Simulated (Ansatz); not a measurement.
Co3Si:
Space group P6₃/mmc (No. 194); a = b = 4.8916 Å, c = 3.9090 Å, α = β = 90.00°, γ = 120.00°

| atom | site | symmetry | x | y | z |
|---|---|---|---|---|---|
| Co | 6h | mm2 | 0.3329 | 0.1665 | 0.2500 |
| Si | 2c | -6m2 | 0.3333 | 0.6667 | 0.2500 |

Relaxed at zero pressure with the program Ansatz at the r²SCAN level (PAW).

Question: The volume is raised by 9 % and shape and atoms relax at that volume. What pressure results, and how do the axes share the change?

Answer: -19.4 GPa; a 3.0 %, b 3.0 %, c 2.8 %; the energy rises by 60 meV/atom.

Question: Give the new structure.

Answer: 
Space group P6₃/mmc (No. 194); a = 5.0379 Å, b = 5.0379 Å, c = 4.0170 Å, α = 90.00°, β = 90.00°, γ = 120.00°

| atom | site | symmetry | x | y | z |
|---|---|---|---|---|---|
| Co | 6h | mm2 | 0.3328 | 0.1664 | 0.2500 |
| Si | 2c | -6m2 | 0.3333 | 0.6667 | 0.2500 |

The phase is kept; no other phase was compared at this pressure.

Space group P6_3/mmc. The workflow started from a Materials Project entry (that database holds measured and hypothetical structures alike); the Crystallography Open Database copy checked does not list it. Whether it is the stable phase at ambient conditions was not checked. The r²SCAN relaxation kept the symmetry of its start; whether a distortion lowers the energy is not shown. The run is not spin-polarised.

Potentials: the later of the program's two PAW sets.
